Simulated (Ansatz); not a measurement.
A distorted cell of GaP (zinc blende):

```
GaP
1.0
    0.00000     2.70555     2.70555
    2.70555     0.00000     2.70555
    2.70555     2.70555     0.00000
P Ga
1 1
Direct
  0.25000   0.25000   0.25000
  0.00000   0.00000   0.00000
```

Calculation: PBEsol (plane waves to 420 eV, PAW, scalar-relativistic; Ansatz, a first-principles code). k mesh 11×11×11 (Γ-centred), Fermi-Dirac smearing 0.05 eV. Energies are smeared free energies. Stress and pressure are positive under compression. GaP was relaxed with its symmetry unable to fall.

**Question.** What is the stress tensor (GPa)?

**Answer.** 
```
   1.33     0.00     0.00
   0.00     1.33     0.00
   0.00     0.00     1.33
```
The pressure, a third of the trace, is 1.33 GPa.

**Question.** It is the relaxed cell scaled evenly to V/V₀ = 0.985, atoms relaxed where free. What is its energy relative to the relaxed cell?

**Answer.** 1.2 meV/atom.

(A scan under strain: stresses follow from slopes of the energy per volume, elastic moduli from its curvatures.)
